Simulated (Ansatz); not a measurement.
**Structure relaxation, WC**

The start is a relaxed WC cell shaken by Gaussian noise of σ = 0.08 Å a coordinate. Cell shape, volume and atoms are optimised at zero target pressure with PBEsol (plane waves to 420 eV, PAW, scalar-relativistic; Ansatz, a quantum-chemistry and plane-wave program). The first steps use a coarse 5×6×6 k-mesh.

Input geometry:
```yaml
crystal:
  lattice:
    - [5.35502, 0.00000, 0.00000]
    - [0.00000, 3.92288, 0.00000]
    - [0.00000, 0.00000, 4.07271]
  atoms:
    - { symbol: W, position: [0.70135, 0.75842, 0.59465] }
    - { symbol: W, position: [0.77965, 0.23624, 0.06282] }
    - { symbol: W, position: [0.28312, 0.28808, 0.37782] }
    - { symbol: W, position: [0.21666, 0.74365, 0.87831] }
    - { symbol: C, position: [0.60922, 0.72556, 0.10033] }
    - { symbol: C, position: [0.86539, 0.24630, 0.58956] }
    - { symbol: C, position: [0.40581, 0.22388, 0.92105] }
    - { symbol: C, position: [0.14650, 0.76855, 0.36810] }
```

### Question
How large is the pressure on the unrelaxed cell, and of which sign?

### Answer
+9 GPa (positive: the cell is compressed).

### Question
What is the largest force in the starting geometry, and on which atom (counted from 1)?

### Answer
About 4.2 eV/Å, on W2 (atoms numbered as listed).

### Question
Is the parent structure recovered?

### Answer
It relaxes back to the parent, Pnma (No. 62).

Final structure:

```cif
data_C4W4
_chemical_formula_sum 'W4 C4'
_space_group_name_H-M_alt 'Pnma'
_space_group_IT_number 62
_space_group_name_Hall '-P 2ac 2n'
_cell_length_a 5.35502
_cell_length_b 3.92289
_cell_length_c 4.07270
_cell_angle_alpha 90.000
_cell_angle_beta 90.000
_cell_angle_gamma 90.000
loop_
_space_group_symop_operation_xyz
  'x, y, z'
  '-x, -y, -z'
  '-x+1/2, -y, z+1/2'
  'x+1/2, y, -z+1/2'
  'x+1/2, -y+1/2, -z+1/2'
  '-x+1/2, y+1/2, z+1/2'
  '-x, y+1/2, -z'
  'x, -y+1/2, z'
loop_
_atom_site_label
_atom_site_type_symbol
_atom_site_symmetry_multiplicity
_atom_site_Wyckoff_symbol
_atom_site_fract_x
_atom_site_fract_y
_atom_site_fract_z
_atom_site_occupancy
W1 W 4 c 0.20834 0.25000 0.39469 1
C1 C 4 c 0.11544 0.25000 0.90186 1
```

Final values are on a 9×12×12 k-mesh of the relaxed cell. No spin polarisation in the result.

The relaxed structure here is a generated cell of WC: the first start was made by placing the elements on the sites of a structure type, and the end was not matched to a known phase here, so it may be hypothetical. Known forms of WC include space group No. 187.
